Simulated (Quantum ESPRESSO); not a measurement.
Inputs of pw.x and gipaw.x (a modified build of Quantum ESPRESSO, PBE) for Cl₂; the starting potential comes from an earlier run on another mesh:

```
&CONTROL
  calculation = 'scf'
  prefix = 'x'
  pseudo_dir = './pseudo'
  outdir = './out'
  tprnfor = .true.
/
&SYSTEM
  ibrav = 0
  nat = 4
  ntyp = 1
  ecutwfc = 50
  ecutrho = 200
  occupations = 'fixed'
  nbnd = 14
/
&ELECTRONS
  conv_thr = 1e-11
  startingpot = 'file'
/
ATOMIC_SPECIES
Cl 35.450 Cl.GGA_PBE-JTH.UPF
CELL_PARAMETERS angstrom
    3.231562950000    -2.036895300000     0.000000000000
    3.231562950000     2.036895300000     0.000000000000
    0.000000000000     0.000000000000     8.570448000000
ATOMIC_POSITIONS crystal
Cl     0.890168368200     0.109831631800     0.605731314500
Cl     0.109831631800     0.890168368200     0.394268685500
Cl     0.609831631800     0.390168368200     0.105731314500
Cl     0.390168368200     0.609831631800     0.894268685500
K_POINTS automatic
7 7 3 1 1 1
```

```
&INPUTGIPAW
  job = 'nmr'
  prefix = 'x'
  tmp_dir = './out/'
  restart_mode = 'from_scratch'
  pawproj(1) = .true.
  use_nmr_macroscopic_shape = .false.
/
```

The cell was made here from a computed Materials Project entry: strained by +2 % along the third axis of the standard frame and by -1 % across it, atoms relaxed (PBE without dispersion, pw.x of Quantum ESPRESSO, symmetry kept). The parent is Cl2 in Cmce; whether this form has been observed was not checked. Stability against distortions was not tested.

Predict the shielding tensors that the run ends with.


```
     Total NMR chemical shifts in ppm: ---------------------------------------
     (adopting the Simpson convention for anisotropy and asymmetry)-----------

     Atom  1  Cl  pos: (  0.845972 -0.416097  1.359024)  Total sigma:         427.25
           150.7624         -0.0000          0.0000
             0.0000        322.5642        306.3476
             0.0000        296.9573        808.4101

     Cl      1    anisotropy:    788.32    eta:    0.0522
     Cl      1    sigma_11=    178.18
     Cl      1    sigma_22=    150.76
     Cl      1    sigma_33=    952.79

     Atom  2  Cl  pos: (  0.845972  0.416097  0.884584)  Total sigma:         427.25
           150.7624         -0.0000         -0.0000
            -0.0000        322.5642        306.3476
             0.0000        296.9573        808.4101

     Cl      2    anisotropy:    788.32    eta:    0.0522
     Cl      2    sigma_11=    178.18
     Cl      2    sigma_22=    150.76
     Cl      2    sigma_33=    952.79

     Atom  3  Cl  pos: (  0.845972 -0.117130  0.237220)  Total sigma:         427.25
           150.7624         -0.0000         -0.0000
             0.0000        322.5642       -306.3476
             0.0000       -296.9573        808.4101

     Cl      3    anisotropy:    788.32    eta:    0.0522
     Cl      3    sigma_11=    178.18
     Cl      3    sigma_22=    150.76
     Cl      3    sigma_33=    952.79

     Atom  4  Cl  pos: (  0.845972  0.117130  2.006388)  Total sigma:         427.25
           150.7624         -0.0000          0.0000
            -0.0000        322.5642       -306.3476
             0.0000       -296.9573        808.4101

     Cl      4    anisotropy:    788.32    eta:    0.0522
     Cl      4    sigma_11=    178.18
     Cl      4    sigma_22=    150.76
     Cl      4    sigma_33=    952.79
```
The printed anisotropy is 3/2 (σ_33 − σ_iso) in the program's own order; the axes are left out here. Anisotropies that symmetry doesn't fix are less certain than the isotropic values. These are absolute shieldings with no macroscopic susceptibility term; δ = σ_ref − σ needs a reference computed alike. By our sweeps, such settings leave a few ppm in absolute σ. No d partial waves on Cl: the paramagnetic term there is incompletely reconstructed. The structure is static (0 K, no zero-point motion).
